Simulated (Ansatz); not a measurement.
W (space group Pm-3n)

```
W
1.0
    5.03303     0.00000     0.00000
    0.00000     5.03303     0.00000
    0.00000     0.00000     5.03303
W
8
Direct
  0.00000   0.00000   0.00000
  0.50000   0.50000   0.50000
  0.00000   0.50000   0.25000
  0.00000   0.50000   0.75000
  0.25000   0.00000   0.50000
  0.75000   0.00000   0.50000
  0.50000   0.75000   0.00000
  0.50000   0.25000   0.00000
```

The volume is varied about the relaxed value V₀ at fixed cell shape. Symmetry pins the atoms to their sites.

Calculation: PBEsol (plane waves to 420 eV, PAW, scalar-relativistic; Ansatz, an electronic-structure program). k mesh 9×9×9 (Γ-centred), Fermi-Dirac smearing 0.05 eV. The energy includes the smearing's −TS. Stress and pressure are positive under compression. Left out: 2 of 11 points, with atoms too close for the PAW data. Spin-orbit coupling is left out, though W is heavy. This is one of several known forms of W; the measured ambient cells at hand have space group No. 229. W is run without spin polarisation. W was relaxed with its symmetry unable to fall. ΔE is measured from the relaxed starting cell. The last digit holds for this mesh only.

```json
[
 {"V (Å³/atom)": "14.407", "ΔE (meV/atom)": "withheld"},
 {"V (Å³/atom)": "14.917", "ΔE (meV/atom)": "72.2"},
 {"V (Å³/atom)": "15.427", "ΔE (meV/atom)": "17.0"},
 {"V (Å³/atom)": "15.937", "ΔE (meV/atom)": "0.0"},
 {"V (Å³/atom)": "16.447", "ΔE (meV/atom)": "15.3"},
 {"V (Å³/atom)": "16.957", "ΔE (meV/atom)": "57.9"},
 {"V (Å³/atom)": "17.467", "ΔE (meV/atom)": "123.7"},
 {"V (Å³/atom)": "17.977", "ΔE (meV/atom)": "209.1"},
 {"V (Å³/atom)": "18.487", "ΔE (meV/atom)": "311.0"}
]
```

### Question
Fit a third-order Birch-Murnaghan form (E₀, V₀, B₀, B₀′ free) to the given rows and predict ΔE at V = 14.407.

### Answer
Least squares on the 8 given rows: ΔE = E₀ + (9V₀B₀/16)·y²·[2 + (B₀′ − 4)y], y = (V₀/V)^(2/3) − 1, with V₀ = 15.936 Å³/atom, B₀ = 316.4 GPa (160.2 GPa = 1 eV/Å³; the term in eV is multiplied by 1000), B₀′ = 4.23, E₀ = -0.01 meV/atom; root-mean-square residual 0.04 meV/atom. At 14.407 the fit gives 172.7 meV/atom; the calculation gives 172.3 meV/atom, so the extrapolation is off by 0.4 (+0.2 %). For the pressure the fit gives 39.5 GPa against the computed 39.3 GPa.

(A scan under strain: stresses follow from slopes of the energy per volume, elastic moduli from its curvatures.)
